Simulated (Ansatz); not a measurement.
**ZnCo (P-6m2): the held moment from field and pressure**

Geometry: a structure from the Materials Project; nothing is relaxed.

Settings: LDA, 14×14×8 k mesh, Fermi–Dirac smearing of 0.1 eV. PAW means Ansatz 0.2.0 on its default frozen-core files. Site moments are integrated in spheres about the atoms.

The run was typed so:

```yaml
crystal:
  lattice:
    - [2.6072238118, 0.0, 0.0]
    - [-1.3036119059, 2.2579220543, 0.0]
    - [0.0, 0.0, 4.171683]
  atoms:
    - { symbol: Zn, position: [0.6666666667, 0.3333333333, 0.0] }
    - { symbol: Co, position: [0.0, 0.0, 0.5], spin: 2.0 }
magnetization:
  spin_polarized: true
kpoints:
  mp_grid: { grid: [14, 14, 8] }
scf:
  occupations: { method: fermi_dirac, width: 0.1 }
  lower_state_search: "off"
hamiltonian:
  xc: lda
  pseudopotentials: { kind: paw }
output:
  forces: true
  stress: true
  eigenvalues: true
  populations: true
  dos: { projected: true, de: 0.1, e_range: [-8, 5] }
  write_density: true
  write_potential: true
  elf: true
  volumetric_format: npy
```

Command: `ansatz run input.yaml --threads 1 --pin off --max-ram 3072MiB --backend cpu --events-out ev --progress --plain --runs-dir out`

The free run ends with 1.22 μB per cell. Further runs hold the cell's moment M by two Fermi levels; B is half their difference over μB, positive where the field raises M. Some of them:

```csv
M (μB/cell),B (T),ΔF over the free run (meV/cell),pressure (GPa)
0.40,-862,39.9,-17.4
1.34,981,3.2,-13.8
1.52,2886,23.4,-12.8
```

Question: Another run of the series gave B (T) = 7064, ΔF over the free run (meV/cell) = 106.8, pressure (GPa) = -10.9. Which moment was held?
A. 1.83
B. 0.82
C. 1.10

Answer: A. M (μB/cell) = 1.83.

Question: Another run of the series gave B (T) = -532, ΔF over the free run (meV/cell) = 2.0, pressure (GPa) = -15.0. Which moment was held?
A. 1.83
B. 0.82
C. 1.10

Answer: C. M (μB/cell) = 1.10.

The whole series:

```tsv
M (μB/cell)	B (T)	ΔF over the free run (meV/cell)	pressure (GPa)
0.40	-862	39.9	-17.4
0.82	-1035	15.8	-16.2
1.10	-532	2.0	-15.0
1.34	981	3.2	-13.8
1.52	2886	23.4	-12.8
1.83	7064	106.8	-10.9
```

The PAW files were made with PBE; the program remakes their cores once for the run's functional and then keeps them frozen. The Ansatz runs typed with the search for lower states off end where their start leads. None of this fixes the real material's magnetic order: only patterns that fit the cell were computed, at zero temperature, with a functional that can overstate moments.
